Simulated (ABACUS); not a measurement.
Energy against volume for SrTiO₃ (Pm-3m, 5 atoms in the cell; from Materials Project mp-5229): the cell is scaled uniformly, and the atoms keep their fractional positions.

```
CELL_PARAMETERS angstrom
      3.91270     0.00000     0.00000
      0.00000     3.91270     0.00000
      0.00000     0.00000     3.91270
ATOMIC_POSITIONS crystal
  Sr 0.00000 0.00000 0.00000
  Ti 0.50000 0.50000 0.50000
  O  0.50000 0.00000 0.50000
  O  0.00000 0.50000 0.50000
  O  0.50000 0.50000 0.00000
```

Method: PBE, PseudoDojo 0.5 standard norm-conserving PBE (tails mended) pseudopotentials (plane waves; ABACUS).

Held fixed: KPT = Gamma 6 6 6 0 0 0; basis_type = pw; dft_functional = PBE; ecutwfc = 84 Ry; smearing_method = gaussian; smearing_sigma = 0.00367493 Ry; potentials = PseudoDojo 0.5 standard norm-conserving PBE (tails mended); symmetry = 1; symmetry_prec = 1e-05; ks_solver = dav_subspace; scf_nmax = 100; scf_thr = 1.0e-09 Ry; mixing_type = pulay.

The structure comes from a collection of computed structures, made at another level of theory; the collection holds predicted forms beside known ones.

```json
[
 {"V (Å³/atom)": "11.261", "V/V(base)": "0.940", "ΔF (meV/atom, from the lowest row)": "41.5", "pressure (GPa)": "15.67"},
 {"V (Å³/atom)": "11.501", "V/V(base)": "0.960", "ΔF (meV/atom, from the lowest row)": "21.7", "pressure (GPa)": "10.90"},
 {"V (Å³/atom)": "11.740", "V/V(base)": "0.980", "ΔF (meV/atom, from the lowest row)": "8.6", "pressure (GPa)": "6.62"},
 {"V (Å³/atom)": "11.860", "V/V(base)": "0.990", "ΔF (meV/atom, from the lowest row)": "4.3", "pressure (GPa)": "4.64"},
 {"V (Å³/atom)": "11.980", "V/V(base)": "1.000", "ΔF (meV/atom, from the lowest row)": "1.5", "pressure (GPa)": "2.76"},
 {"V (Å³/atom)": "12.100", "V/V(base)": "1.010", "ΔF (meV/atom, from the lowest row)": "0.1", "pressure (GPa)": "0.98"},
 {"V (Å³/atom)": "12.220", "V/V(base)": "1.020", "ΔF (meV/atom, from the lowest row)": "0.0", "pressure (GPa)": "-0.71"},
 {"V (Å³/atom)": "12.459", "V/V(base)": "1.040", "ΔF (meV/atom, from the lowest row)": "3.4", "pressure (GPa)": "-3.83"},
 {"V (Å³/atom)": "12.699", "V/V(base)": "1.060", "ΔF (meV/atom, from the lowest row)": "11.2", "pressure (GPa)": "-6.63"}
]
```

Task: Estimate the equilibrium volume and the bulk modulus from these points.

Result: A third-order Birch-Murnaghan fit gives V0 = 12.17 Å³/atom and B0 = 171 GPa (largest residual 0.00 meV/atom). V0 and B0 belong to these fixed fractional positions and this cell shape; relaxing them, where they are free, usually lowers B0.

“Tails mended”: in these copies of the files the far tail of each local potential was reset to the Coulomb form.
